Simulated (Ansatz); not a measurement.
Task: Each is relaxed and computed with DFT-PBE in the program Ansatz with PAW potentials. Which is the only metal?
A. Ca3Zr2S7, Cmc2_1 (Pearson symbol oS48)
B. ZrB2, P6/mmm (Zr on 1a, B on 2d)
C. BP, Pm-3n (B on 6c, P on 6d)
D. BaZrO3, cubic perovskite

Result: B, ZrB2, P6/mmm (Zr on 1a, B on 2d). ZrB2: metal; BaZrO3: gap 3.18 eV (indirect); BP: gap 0.63 eV (indirect); Ca3Zr2S7: gap 1.42 eV. Typed or built starts, not in the databases checked: BP, Pm-3n (B on 6c, P on 6d); Ca3Zr2S7, Cmc2_1 (Pearson symbol oS48). Not the usual ambient phase: BP, Pm-3n (B on 6c, P on 6d). Unstable at this level: BaZrO3, cubic perovskite. All cells were relaxed under the symmetry of their starts (and spin orders); stability against distortions was not tested throughout. Rows with no word on spin ran without spin polarisation. Spin–orbit coupling is left out wherever it is not named.

Potentials: the later of the program's two PAW sets.
